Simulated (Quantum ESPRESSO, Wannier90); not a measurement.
## Wannierisation of HgO (P3₁21)

```xyz
6
Lattice="3.6150 0.0000 0.0000 -1.8075 3.1307 0.0000 0.0000 0.0000 8.8354" Properties=species:S:1:pos:R:3 pbc="T T T"
Hg     0.4343     0.7522     4.4177
Hg    -0.8686     0.0000    -1.4726
Hg     0.4343    -0.7522     1.4726
O     -0.8303    -1.4382     0.0000
O      1.6607     0.0000     2.9451
O     -0.8303     1.4382    -2.9451
```

Structure: Materials Project mp-7826, symmetrised, not relaxed again. Not found in the COD (Crystallography Open Database) copy used, which has the formula in other groups; not checked further. Method: PBEsol plane waves in Quantum ESPRESSO 7.5 (PseudoDojo norm-conserving files, 68 Ry, no spin polarisation, no spin-orbit coupling), Bloch states on a 6×6×4 mesh through Γ, Wannier90 4.0.1. Density: 12×12×4 mesh, Gaussian smearing 0.01 Ry. The cell is built of weakly bound layers, chains or molecules. Database cells relaxed without dispersion often hold them too far apart, which can enlarge gaps and weakens couplings between them; spacing and stacking were not compared with the measured crystal. Spin-orbit coupling is left out although heavy elements are present.

Bands 31-39 form an isolated set from -3.72 to 0.00 eV relative to the valence-band maximum (on the path) and are turned into 9 Wannier functions by minimising the spread from the start: atomic waves O 2p.

Problem. Where do the functions sit, how wide are they and what are they made of?

Solution. 
| functions | spread (Å²) | nearest atom, distance (Å) | second atom, distance (Å) | weight on atomic waves |
|---|---|---|---|---|
| 4 | 3.69 | O 0.59 | Hg 1.50 | O 2p 57 %, Hg 5d 20 %, Hg 6s 18 % |
| 2 | 2.35 | O 0.13 | Hg 1.98 | O 2p 81 %, Hg 5d 13 % |
| 1 | 4.15 | O 0.52 | Hg 1.80 | O 2p 52 %, Hg 5d 23 %, Hg 6s 21 % |
| 1 | 3.49 | O 0.41 | Hg 1.84 | O 2p 60 %, Hg 5d 17 %, Hg 6s 15 % |
| 1 | 2.34 | O 0.13 | Hg 1.98 | O 2p 81 %, Hg 5d 13 % |

Ω_I = 28.20 Å², Ω_total = 29.45 Å²; the interpolated bands follow pw.x to 3.4 meV rms on the path. Only this start was tried; a symmetric start can stop on a saddle, and mixtures of these functions could lower the total by at most Ω_total − Ω_I.
